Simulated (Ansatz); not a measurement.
Crystals of one structure type (zinc blende), relaxed and computed with PBEsol in the plane-wave PAW code Ansatz.

```tsv
crystal	a (Å)	gap (eV)	G_Hill (GPa)	Θ_D (K)	B₀ by P(V) fit (GPa)	electron conductivity mass (mₑ)
BeS	4.838	2.91	66.4	715	97.1	0.36
BeSe	5.129	2.47	53.9	453	79.5	0.34
BeTe	5.605	1.84	41.0	332	60.3	0.34
CdTe	6.490	0.65	14.2	161	41.3	0.054
```

All cells were relaxed under the symmetry of their starts (and spin orders); stability against distortions was not tested throughout. Scalar-relativistic: spin–orbit coupling is off unless named, which matters more the heavier the elements.

Potentials: the earlier of the program's two PAW sets. The files were generated under PBE; for other functionals the program regenerates the frozen cores, and for LDA and PBEsol the local potential too.
